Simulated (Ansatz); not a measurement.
Relaxed CsSnI$_{3}$ (cubic perovskite):

```
CsSnI3
1.0
    6.27175     0.00000     0.00000
    0.00000     6.27175     0.00000
    0.00000     0.00000     6.27175
Cs Sn I
1 1 3
Direct
  0.00000   0.00000   0.00000
  0.50000   0.50000   0.50000
  0.00000   0.50000   0.50000
  0.50000   0.50000   0.00000
  0.50000   0.00000   0.50000
```

Computed with PBE (plane waves to 420 eV, PAW, scalar-relativistic; Ansatz, a first-principles code). k mesh 5×5×5 (Γ-centred), Fermi-Dirac smearing 0.05 eV. CsSnI3 was relaxed with its symmetry unable to fall. Spin-orbit coupling is left out, though I is heavy. This is a high-temperature form of CsSnI3.

One atom of the cell was then moved (with its periodic images), all else fixed, and the forces (eV/Å) came out as:

| atom | Fx | Fy | Fz |
|---|---|---|---|
| Cs1 | 0.000 | 0.000 | -0.029 |
| Sn2 | 0.000 | 0.000 | 3.034 |
| I3 | 0.000 | 0.000 | -0.123 |
| I4 | 0.000 | 0.000 | -2.759 |
| I5 | 0.000 | 0.000 | -0.123 |

### Question
Which atom was moved, and by which vector (Å)?

### Answer
Sn2, by (0.00, 0.00, -0.56), 0.56 Å in all.

(A displaced cell: forces are minus the slopes of the energy, force constants its curvatures, and phonons follow from these.)
